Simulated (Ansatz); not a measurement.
A geometry of TiO₂ away from equilibrium: the start of the relaxation of a generated trial cell of TiO2 in the CdI2 structure type. Calculation: r2SCAN (plane waves to 500 eV, PAW, scalar-relativistic; Ansatz, a quantum-chemistry and plane-wave program). Γ-centred k-mesh 9×9×5 on the run's cell (coarser than for final values), Fermi–Dirac smearing 0.05 eV.

```xyz
3
Lattice="2.8057 0.0000 0.0000 -1.4029 2.4298 0.0000 0.0000 0.0000 4.5262" Properties=species:S:1:pos:R:3:forces:R:3 pbc="T T T" free_energy=-3645.066 pressure_GPa=5.0
Ti     0.0000     0.0000     0.0000    0.0000    0.0000    0.0000
O      0.0000     1.6199     1.1406    0.0000    0.0000   -2.8666
O      1.4029     0.8099     3.3856    0.0000    0.0000    2.8666
```

Positions in Å, forces in eV/Å, free energy of the cell in eV (comparable only within this code, potentials and settings). Largest force: 2.87 eV/Å, on O2, O3 (atoms numbered as listed); the geometry lies 0.25 eV/atom above the end of its relaxation.

No spin polarisation in the result. No dispersion correction is included, so spacings between layers, chains or molecules are soft and tend to come out too large.

The run could not lower the symmetry of its start; a shaken copy of this end point relaxes with r2SCAN to P2₁/m (No. 11), 5 meV/atom lower.

The end of the path is a generated cell of TiO2: the first start was made by placing the elements on the sites of a structure type, and the end was not matched to a known phase here, so it may be hypothetical. Known forms of TiO2 include space group No. 61, 136, 141.
